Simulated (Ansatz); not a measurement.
The slice is one period of a (1 -1 0 0) plane through atoms; its size isn't given.

All values below come from PBE (plane waves to 420 eV, PAW, scalar-relativistic; Ansatz, a first-principles code). Inside the PAW spheres the values are not all-electron values, and peaks at nuclei hang on which shells count as valence.

```
|999741000014799|
|998631000013689|
|876420000002467|
|553210000001235|
|221000000000012|
|100000000000000|
|000000000000000|
|000000000000000|
|000000111100000|
|000001222210000|
|000011233211000|
|000012333321000|
|000011233211000|
|000001222210000|
|000000111100000|
|000000000000000|
|000000000000000|
|100000000000000|
|221000000000012|
|553210000001235|
|876420000002467|
|998631000013689|
|999741000014799|
|999752000025799|
```
Scale: ten equal steps from -1.03 (start of '0') to 0.57 (end of '9'), in the order '0123456789'. Values: log₁₀ of the valence density in e/Å³. The map has 15 points along u (one character each, u = 0 at the left) and 24 along v (v = 0 in the bottom row). The scale is logarithmic, as a density can span decades between atoms and voids.

```
|xxxx999955000011110000559999xx|
|xx9999882200002222000022889999|
|999988440000113333110000448899|
|665533000000335555330000003355|
|111100000022445555442200000011|
|000000112222333333332222110000|
|333333332222111111112222333333|
|666655331100000000000011335566|
|777755220000000000000000225577|
|887755220000001111000000225577|
|887744110000112222110000114477|
|887744110000223333220000114477|
|887744110000112222110000114477|
|887755220000001111000000225577|
|777755220000000000000000225577|
|666655331100000000000011335566|
|333333332222111111112222333333|
|000000112222333333332222110000|
|111100000022445555442200000011|
|665533000000335555330000003355|
|999988440000113333110000448899|
|xx9999882200002222000022889999|
|xxxx999955000011110000559999xx|
|xxxxxx99660000111100006699xxxx|
```
Scale: ten equal steps from 0.11 (start of '0') to 0.85 (end of '9'), in the order '0123456789'. Values: electron localisation function (ELF). The map has 15 points along u (two characters each, u = 0 at the left) and 24 along v (v = 0 in the bottom row). Points within 0.5 Å of a nucleus are blanked (x), as the pseudised field means little there.

Problem. Which relaxed crystal do these maps come from?
A. Ti (hcp, Mg type)
B. Lu (hcp, Mg type)
C. Y (hcp, Mg type)
D. Hf (hcp, Mg type)

Solution. C, Y (hcp, Mg type). Atoms on the slice: Y at (0.00, 0.00)

All were relaxed with their symmetry unable to fall. Hf is run without spin polarisation. Lu is run without spin polarisation. Spin-orbit coupling is left out. Ti is run without spin polarisation. Y is run without spin polarisation.
